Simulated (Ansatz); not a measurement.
This is a relaxation of cell and atoms with the plane-wave code Ansatz on In4Sb3As as one 8-atom ordering (P-4m2) on the zincblende lattice; the level of theory is PBE. The start is a rough guess from atomic radii.

```yaml
crystal:
  lattice:
    - [4.4626028879, 0.0, 0.0]
    - [0.0, 4.4626028879, 0.0]
    - [0.0, 0.0, 12.6221470551]
  atoms:
    - { symbol: As, position: [0.0, 0.0, 0.0] }
    - { symbol: In, position: [0.0, 0.5, 0.875] }
    - { symbol: Sb, position: [0.5, 0.5, 0.75] }
    - { symbol: In, position: [0.5, 0.0, 0.625] }
    - { symbol: Sb, position: [0.0, 0.0, 0.5] }
    - { symbol: In, position: [0.0, 0.5, 0.375] }
    - { symbol: Sb, position: [0.5, 0.5, 0.25] }
    - { symbol: In, position: [0.5, 0.0, 0.125] }
kpoints:
  mp_grid: { grid: [6, 6, 2] }
hamiltonian:
  xc: pbe
scf:
  occupations: { method: fermi_dirac, width: 0.02 }
relax:
  f_tol: 0.005
  cell: {}
output:
  write_density: true
  write_potential: true
  elf: true
  volumetric_format: npy
```

The trajectory has 6 recorded frames, each with positions in Å and forces in eV/Å. The last, and any step after a large change of cell, is solved on a basis re-selected at its cell; pressure is positive in compression.

Step 1: energy 0.0 meV/atom from step 1, largest force component 1.138 eV/Å, pressure +5.35 GPa
```xyz
8
Lattice="4.4626 0.0000 0.0000 0.0000 4.4626 0.0000 0.0000 0.0000 12.6221" Properties=species:S:1:pos:R:3:forces:R:3 pbc="T T T"
As    0.0000    0.0000    0.0000    0.0000    0.0000    0.0000
In    0.0000    2.2313   11.0444    0.0000    0.0000    1.1381
Sb    2.2313    2.2313    9.4666    0.0000    0.0000    0.0799
In    2.2313    0.0000    7.8888    0.0000    0.0000    0.0111
Sb    0.0000    0.0000    6.3111    0.0000    0.0000    0.0000
In    0.0000    2.2313    4.7333    0.0000    0.0000   -0.0111
Sb    2.2313    2.2313    3.1555    0.0000    0.0000   -0.0799
In    2.2313    0.0000    1.5778    0.0000    0.0000   -1.1381
```

Step 2: energy -66.1 meV/atom from step 1, largest force component 0.496 eV/Å, pressure -0.03 GPa
```xyz
8
Lattice="4.6194 0.0000 0.0000 0.0000 4.6194 0.0000 0.0000 0.0000 13.0421" Properties=species:S:1:pos:R:3:forces:R:3 pbc="T T T"
As    0.0000    0.0000    0.0000    0.0000    0.0000    0.0000
In    0.0000    2.3097   11.6131    0.0000    0.0000   -0.4955
Sb    2.3097    2.3097    9.8453    0.0000    0.0000    0.3227
In    2.3097    0.0000    8.1679    0.0000    0.0000    0.1955
Sb    0.0000    0.0000    6.5210    0.0000    0.0000    0.0000
In    0.0000    2.3097    4.8741    0.0000    0.0000   -0.1955
Sb    2.3097    2.3097    3.1967    0.0000    0.0000   -0.3227
In    2.3097    0.0000    1.4289    0.0000    0.0000    0.4955
```

Step 3: energy -71.1 meV/atom from step 1, largest force component 0.101 eV/Å, pressure +0.01 GPa
```xyz
8
Lattice="4.6161 0.0000 0.0000 0.0000 4.6161 0.0000 0.0000 0.0000 13.0463" Properties=species:S:1:pos:R:3:forces:R:3 pbc="T T T"
As    0.0000    0.0000    0.0000    0.0000    0.0000    0.0000
In    0.0000    2.3080   11.5698    0.0000    0.0000    0.1012
Sb    2.3080    2.3080    9.9025    0.0000    0.0000   -0.0548
In    2.3080    0.0000    8.2245    0.0000    0.0000   -0.0850
Sb    0.0000    0.0000    6.5232    0.0000    0.0000    0.0000
In    0.0000    2.3080    4.8219    0.0000    0.0000    0.0850
Sb    2.3080    2.3080    3.1438    0.0000    0.0000    0.0548
In    2.3080    0.0000    1.4766    0.0000    0.0000   -0.1012
```

Step 4: energy -71.4 meV/atom from step 1, largest force component 0.006 eV/Å, pressure -0.01 GPa
```xyz
8
Lattice="4.6214 0.0000 0.0000 0.0000 4.6214 0.0000 0.0000 0.0000 13.0191" Properties=species:S:1:pos:R:3:forces:R:3 pbc="T T T"
As    0.0000    0.0000    0.0000    0.0000    0.0000    0.0000
In    0.0000    2.3107   11.5527    0.0000    0.0000   -0.0037
Sb    2.3107    2.3107    9.8707    0.0000    0.0000    0.0061
In    2.3107    0.0000    8.1931    0.0000    0.0000   -0.0024
Sb    0.0000    0.0000    6.5095    0.0000    0.0000    0.0000
In    0.0000    2.3107    4.8260    0.0000    0.0000    0.0024
Sb    2.3107    2.3107    3.1483    0.0000    0.0000   -0.0061
In    2.3107    0.0000    1.4663    0.0000    0.0000    0.0037
```

Step 5: energy -71.4 meV/atom from step 1, largest force component 0.000 eV/Å, pressure 0.00 GPa
```xyz
8
Lattice="4.6214 0.0000 0.0000 0.0000 4.6214 0.0000 0.0000 0.0000 13.0170" Properties=species:S:1:pos:R:3:forces:R:3 pbc="T T T"
As    0.0000    0.0000    0.0000    0.0000    0.0000    0.0000
In    0.0000    2.3107   11.5508    0.0000    0.0000   -0.0004
Sb    2.3107    2.3107    9.8699    0.0000    0.0000    0.0003
In    2.3107    0.0000    8.1918    0.0000    0.0000   -0.0001
Sb    0.0000    0.0000    6.5085    0.0000    0.0000    0.0000
In    0.0000    2.3107    4.8252    0.0000    0.0000    0.0001
Sb    2.3107    2.3107    3.1471    0.0000    0.0000   -0.0003
In    2.3107    0.0000    1.4662    0.0000    0.0000    0.0004
```

Step 6: energy -72.0 meV/atom from step 1, largest force component 0.001 eV/Å, pressure -0.01 GPa
```xyz
8
Lattice="4.6214 0.0000 0.0000 0.0000 4.6214 0.0000 0.0000 0.0000 13.0170" Properties=species:S:1:pos:R:3:forces:R:3 pbc="T T T"
As    0.0000    0.0000    0.0000    0.0000    0.0000    0.0000
In    0.0000    2.3107   11.5508    0.0000    0.0000   -0.0005
Sb    2.3107    2.3107    9.8699    0.0000    0.0000    0.0004
In    2.3107    0.0000    8.1918    0.0000    0.0000   -0.0001
Sb    0.0000    0.0000    6.5085    0.0000    0.0000    0.0000
In    0.0000    2.3107    4.8252    0.0000    0.0000    0.0001
Sb    2.3107    2.3107    3.1471    0.0000    0.0000   -0.0004
In    2.3107    0.0000    1.4662    0.0000    0.0000    0.0005
```

The walk took 5 steps and changed the volume by +10.6 %. The last SCF, on a fresh basis, lies 72.0 meV an atom below the first. At the end: it is tetragonal, P-4m2 (No. 115); a = 4.621 Å, c = 13.017 Å in the conventional setting, 34.75 Å³ an atom. As is surrounded by 4 In at 2.74 Å; In is surrounded by 2 As at 2.74 Å and 2 Sb at 2.86 Å; Sb is surrounded by 4 In at 2.86 Å; In is surrounded by 4 Sb at 2.86 Å.

Run as `ansatz run input.yaml --threads 4 --pin off --max-ram 6451MiB --backend cpu --events-out ev --progress --plain --runs-dir out`.

Problem. It ran on 4 threads of Arm Neoverse V2 (shared host). About how long did it take, and how much host memory at the peak?

Solution. About 39 s, with a peak of 0.86 GiB.

Note: simulated data, non-magnetic, for a generated structure that need not be the stable one.
